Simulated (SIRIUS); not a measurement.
Worked example: self-consistent single point of BP (F-43m, 8 atoms in the cell; from Materials Project mp-1479, changed as shown) in SIRIUS.

Computed with PBE, SSSP 1.1.2 precision PBE pseudopotentials (plane waves; SIRIUS).

The change in words: lattice scaled by 1.02. Reference geometry (F-43m):
```xyz
8
Lattice="4.5321 0.0000 0.0000 0.0000 4.5321 0.0000 0.0000 0.0000 4.5321" Properties=species:S:1:pos:R:3 pbc="T T T"
B      0.0000     0.0000     0.0000
B      0.0000     2.2661     2.2661
B      2.2661     0.0000     2.2661
B      2.2661     2.2661     0.0000
P      1.1330     1.1330     3.3991
P      1.1330     3.3991     1.1330
P      3.3991     1.1330     1.1330
P      3.3991     3.3991     3.3991
```

Reference input (self-consistent single point, DFT, PBE, plane waves, SSSP 1.1.2 precision PBE pseudopotentials): parameters.ngridk = 8 8 8; parameters.xc_functionals = [XC_GGA_X_PBE, XC_GGA_C_PBE]; parameters.gk_cutoff = 9.487 1/bohr; parameters.pw_cutoff = 30 1/bohr; parameters.smearing = gaussian; parameters.smearing_width = 0.0001 Ha; potentials = SSSP 1.1.2 precision PBE pseudopotentials; parameters.electronic_structure_method = pseudopotential; parameters.num_bands = 20; parameters.num_mag_dims = 0; parameters.num_dft_iter = 100; parameters.energy_tol = 1e-07 Ha. This run's input differs from it in these lines:

```diff
@@ -32,7 +32,7 @@
     "lattice_vectors": [
-      [1.0000000419, 0.0, 0.0],
-      [0.0, 1.0000000419, 0.0],
-      [0.0, 0.0, 1.0000000419]
+      [0.9999999775, 0.0, 0.0],
+      [0.0, 0.9999999775, 0.0],
+      [0.0, 0.0, 0.9999999775]
     ],
-    "lattice_vectors_scale": 8.564503,
+    "lattice_vectors_scale": 8.735794,
     "atom_coordinate_units": "lattice",
```

Output, abridged:

```
[find] density tolerance         : 1e-06
[find] total energy tolerance    : 1e-07
[find] iter_solver_tol (initial) : 0.01
[find] iter_solver_tol (target)  : 1e-13
[find] num_dft_iter              : 100
Charges and magnetic moments
--------------------------------------------------------------------------------
total charge          : 32.000000
[find] | SCF iteration   0 out of 100|
[diagonalize] iterative solver tolerance (occupied, empty): 0.01 0.01
[diagonalize] average number of iterations: 3.4
[find] Charges and magnetic moments
[find] total charge          : 32.000000
[find] Energy
   [... lines left out ...]

[find] Charges and magnetic moments
[find] total charge          : 32.000000
[find] Energy
[find] smearing (-TS)                 :       0.00000000
[find] Total energy                   :     -41.21184656 (Ha),     -82.42369312 (Ry)
[find] Free energy (E-TS)             :     -41.21184656 (Ha),     -82.42369312 (Ry)
[find] band gap (eV)                  :       1.33452788
[find] Efermi                         :       0.35541450
[find] iteration : 29, RMS (target) : 7.6713e-07 (1.0000e-06) , energy difference (target) : -2.3601e-10 (1.0000e-07)
[find] bands are converged : false
[find] iterative solver converged : false
[find] converged after 30 SCF iterations!
[find] Charges and magnetic moments
[find] total charge          : 32.000000
[find] Energy
[find] smearing (-TS)                 :       0.00000000
[find] Total energy                   :     -41.21184656 (Ha),     -82.42369312 (Ry)
[find] Free energy (E-TS)             :     -41.21184656 (Ha),     -82.42369312 (Ry)
[find] band gap (eV)                  :       1.33452788
[find] Efermi                         :       0.35541450
[ground_state] === stress tensor components [kbar] ===
[ground_state] === stress_total ===
[ground_state]    70.653418    0.000000    0.000000
[ground_state]     0.000000   70.653418    0.000000
[ground_state]     0.000000    0.000000   70.653418
[ground_state] ==== total Forces in Ha/bohr =====
[ground_state] atom:    0, force:      -0.0000000     -0.0000000     -0.0000000
   [... zero for the other atoms too ...]
```

The run converged in 30 iterations. SIRIUS prints the stress tensor with tension positive. Against the reference run the free energy rises by 12.3 meV/atom, the pressure goes from 1.91 to -7.07 GPa and the gap on the mesh goes from 1.244 to 1.335 eV.

The structure comes from a collection of computed structures, made at another level of theory; the collection holds predicted forms beside known ones.

Cost on one core: about 7 core-minutes (a rough figure).

The gap that the log prints is read on the run's mesh, which can miss the band edges or a crossing.
